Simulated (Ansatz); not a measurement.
ZnO:
```yaml
crystal:
  lattice:
    - [5.51326, 0.00000, 0.00000]
    - [0.00000, 5.51326, 0.00000]
    - [0.00000, 0.00000, 3.24862]
  atoms:
    - { symbol: Zn, position: [0.18178, 0.18178, 0.50000] }
    - { symbol: Zn, position: [0.81822, 0.81822, 0.50000] }
    - { symbol: Zn, position: [0.31822, 0.68178, 0.00000] }
    - { symbol: Zn, position: [0.68178, 0.31822, 0.00000] }
    - { symbol: O, position: [0.81749, 0.18251, 0.50000] }
    - { symbol: O, position: [0.18251, 0.81749, 0.50000] }
    - { symbol: O, position: [0.31749, 0.31749, 0.00000] }
    - { symbol: O, position: [0.68251, 0.68251, 0.00000] }
```

Cartesian axes are those of the cell as given.

**Question.** Give the high-frequency dielectric tensor and the Born effective charge tensors of the independent atoms from DFPT, plane-wave PAW r²SCAN (Ansatz code).

**Answer.** 
ε∞:
```
4.14  0.00  0.00
0.00  4.14  0.00
0.00  0.00  4.35
```
Z* of atom 1 (Zn), rows: field, columns: displacement, in e:
```
2.05  0.22  0.00
0.22  2.05  0.00
0.00  0.00  2.15
```
Z* of atom 5 (O), rows: field, columns: displacement, in e:
```
-2.05   0.27   0.00
 0.27  -2.05   0.00
 0.00   0.00  -2.15
```

Static charges for comparison (Bader): Zn1 +1.29, O5 -1.29 e. Born charges measure polarisation by displacement and can exceed these by far.

Space group P4_2/mnm. The first step of the workflow began from a Materials Project structure, measured or hypothetical; the Crystallography Open Database copy checked does not list it. It is not the phase usual at ambient conditions (space group No. 186). The r²SCAN relaxation kept the symmetry of its start; its stability against distortions is not shown here.

Potentials: the later of the program's two PAW sets.
